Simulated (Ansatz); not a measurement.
InGa3P4, ordered on the zincblende lattice (P-4m2) with 8 atoms a cell, relaxed with r2SCAN. Space group P-4m2 (No. 115), tetragonal; a = 3.927 Å, c = 11.177 Å in the conventional setting, 21.55 Å³ an atom. Ga is surrounded by 4 P at 2.37–2.38 Å; P is surrounded by 4 Ga at 2.38 Å; Ga is surrounded by 4 P at 2.38 Å; P is surrounded by 2 Ga at 2.37 Å and 2 In at 2.52 Å; In is surrounded by 4 P at 2.52 Å.

4 runs of the plane-wave code Ansatz on this cell differ in the functional (and in the settings that go with it). Levels are in eV from each run's valence top; v1 is the last filled band, c1 the first empty one.

Run A, mean stress +0.2 GPa (compression positive):
```
point     v2     v1    c1    c2
    Γ   0.00   0.00  2.86  2.91
    X  -1.21  -0.69  2.86  3.06
    M  -2.87  -2.76  2.93  2.93
    Z  -0.48  -0.48  2.93  2.98
```

Run B, mean stress +2.2 GPa (compression positive):
```
point     v2     v1    c1    c2
    Γ   0.00   0.00  1.31  1.57
    X  -1.12  -0.61  1.39  1.58
    M  -2.61  -2.50  1.63  1.63
    Z  -0.44  -0.44  1.57  1.59
```

Run C, mean stress 0.0 GPa (compression positive):
```
point     v2     v1    c1    c2
    Γ   0.00   0.00  1.77  1.82
    X  -1.17  -0.64  1.73  1.94
    M  -2.73  -2.61  1.88  1.88
    Z  -0.45  -0.45  1.81  1.84
```

Run D, mean stress +0.5 GPa (compression positive):
```
point     v2     v1    c1    c2
    Γ   0.00   0.00  2.21  2.23
    X  -1.20  -0.67  2.20  2.40
    M  -2.84  -2.73  2.26  2.26
    Z  -0.47  -0.47  2.25  2.31
```

**Question.** Match the runs to PBE, r2SCAN, HSE06, PBE0.

**Answer.** A is PBE0, B is PBE, C is r2SCAN, D is HSE06. In order of the gap: PBE 1.31, r2SCAN 1.73, HSE06 2.20, PBE0 2.86 eV.

These are computed values for a spin-unpolarised cell that may be hypothetical; none is a measurement.

Spin-orbit coupling is left out, which matters wherever the heavy atoms make up the band edges.

The program warns that its thresholds are loose for a hybrid's stress.

The meshes of the hybrids are coarse, so their gaps aren't converged to the digits shown.
